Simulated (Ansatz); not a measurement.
**¹²¹Sb nuclear quadrupole resonance in RbSb4F13**

Cell: an entry of the Crystallography Open Database (COD), its atoms then relaxed with PBE in this cell.

```cif
data_RbSb4F13
_symmetry_space_group_name_H-M 'I4/m'
_symmetry_Int_Tables_number 87
_cell_length_a 9.6350
_cell_length_b 9.6350
_cell_length_c 6.5630
_cell_angle_alpha 90.000
_cell_angle_beta 90.000
_cell_angle_gamma 90.000
loop_
_atom_site_label
_atom_site_type_symbol
_atom_site_symmetry_multiplicity
_atom_site_Wyckoff_symbol
_atom_site_fract_x
_atom_site_fract_y
_atom_site_fract_z
Rb Rb 2 b 0.0000 0.0000 0.5000
Sb Sb 8 h 0.2771 0.9937 0.0000
F6 F 2 a 0.0000 0.0000 0.0000
F7 F 8 h 0.3766 0.9386 0.5000
F11 F 16 i 0.1126 0.7918 0.7780
```

One atom of each set is listed; the run and its k-mesh use a cell of 18 atoms with edges of 7.56, 7.56, 7.56 Å.

Computed with Ansatz: DFT, PBE, plane waves and PAW, with spin–orbit coupling, 420 eV cutoff, Γ-centred 5×5×5 k-points, Fermi–Dirac smearing 0.02 eV.

¹²¹Sb: I = 5/2, Q = -543.0 mb (year-2017 value). Static lattice, zero field.

Question: The simulated lines lie at 64.3, 124.9 MHz. What are |C_Q|, η and |V_zz| at Sb?

Answer: For I = 5/2 and η = 0 the lines are 3|C_Q|/20 and twice that; η pulls their ratio below 2. Here |C_Q| = 418 MHz, η = 0.15 and |V_zz| = 31.9 × 10²¹ V/m². The calculation gives V_zz negative; the lines don't show the sign. The site has 3 F at 1.97–2.00 Å.

At Sb V_zz stands upright on the plane through its three neighbours (within 1°).

With these PAW files V_zz is typically within 2 to 3 % of all-electron values, but misses above 10 % occur on Sb. The database positions were far from equilibrium, so the relaxed structure may not be the compound's real one.

Hardware: 1 thread of Intel Xeon 6975P-C (Granite Rapids) (x86_64; 32 cores open to the job, memory cap 3.0 GiB, no GPU), a shared host with a load of 0.2 a core. Wall time 5 min, CPU time 5 min, peak memory 2.4 GiB.
